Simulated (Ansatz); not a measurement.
This run works on a proposed trial structure, not on a known crystal.

Input and command of a plane-wave DFT calculation in Ansatz:

```yaml
crystal:
  lattice:
    - [3.6212484592, 0.0753167041, 0.0132385932]
    - [-1.7453980505, 3.0619391467, -0.0155828304]
    - [0.0431696019, -0.0337508596, 11.5656196366]
  atoms:
    - { symbol: Ti, position: [0.6721179444, 0.3262637657, 0.8971560467] }
    - { symbol: Ti, position: [0.3360482252, 0.6767407264, 0.0965286975] }
    - { symbol: Ti, position: [0.6657079839, 0.3349604107, 0.6058186107] }
    - { symbol: Ti, position: [0.309249715, 0.6788932121, 0.402694211] }
    - { symbol: Se, position: [0.3386641883, 0.6559248531, 0.7489114712] }
    - { symbol: Se, position: [0.657082975, 0.3298820727, 0.2378813935] }
    - { symbol: S, position: [0.0194502596, -0.0021451773, 0.0068277119] }
    - { symbol: S, position: [0.0016787086, -0.0005198634, 0.5041818574] }
basis:
  ecutwfc: 420
kpoints:
  mp_grid: { grid: [6, 6, 2] }
hamiltonian:
  xc: pbe
scf:
  occupations: { method: gaussian, width: 0.2 }
  lower_state_search: "off"
output:
  forces: true
  stress: true
  eigenvalues: true
relax:
  adjacent_minimum: "off"
  f_tol: 0.025
  max_steps: 60
  cell: { stress_tol: 0.25 }
```

```bash
ansatz run input.yaml --threads 1 --pin off --max-ram 2560MiB --backend cpu --events-out ev --progress --plain --runs-dir out
```

Processor: Intel(R) Xeon(R) Processor @ 2.50GHz (Skylake/Cascade Lake), 1 thread, on a host shared with other jobs.

Q: How long does it run, and how much memory does it take?

A: About 4.5 min, peak memory 0.55 GiB. It solves 56 bands at 40 k points (after reduction by symmetry) with about 2547 plane waves (on the last cell), in 41 SCF iterations over 5 ionic steps.
